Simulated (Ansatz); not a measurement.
BAs (zinc blende)

```yaml
crystal:
  lattice:
    - [0.00000, 2.38394, 2.38394]
    - [2.38394, 0.00000, 2.38394]
    - [2.38394, 2.38394, 0.00000]
  atoms:
    - { symbol: As, position: [0.25000, 0.25000, 0.25000] }
    - { symbol: B, position: [0.00000, 0.00000, 0.00000] }
```

The relaxed cell is deformed in two ways at once: its volume V is scaled, and at that volume it is stretched along z (the c axis of the conventional cell) so that c/a changes. Fractional atomic positions are held.

Level of theory: PBEsol (plane waves to 420 eV, PAW, scalar-relativistic; Ansatz, an electronic-structure program). k mesh 12×12×12 (Γ-centred), Fermi-Dirac smearing 0.05 eV. Compression counts positive. As the smearing reaches across the gap at some points, the response to shear is sensitive to the k mesh, so small differences along c/a are uncertain. BAs was relaxed with its symmetry unable to fall.

At one point of the scan the stress tensor (GPa) is:

```
   11.0      0.0      0.0
    0.0     11.0      0.0
    0.0      0.0     19.4
```

Problem. Which point is it?
A) V/V₀ = 0.947, (c/a)/(c/a)₀ = 1.120
B) V/V₀ = 0.973, (c/a)/(c/a)₀ = 1.000
C) V/V₀ = 0.920, (c/a)/(c/a)₀ = 0.960
D) V/V₀ = 1.000, (c/a)/(c/a)₀ = 0.960

Solution. C, V/V₀ = 0.920, (c/a)/(c/a)₀ = 0.960

(A scan under strain: stresses follow from slopes of the energy per volume, elastic moduli from its curvatures.)
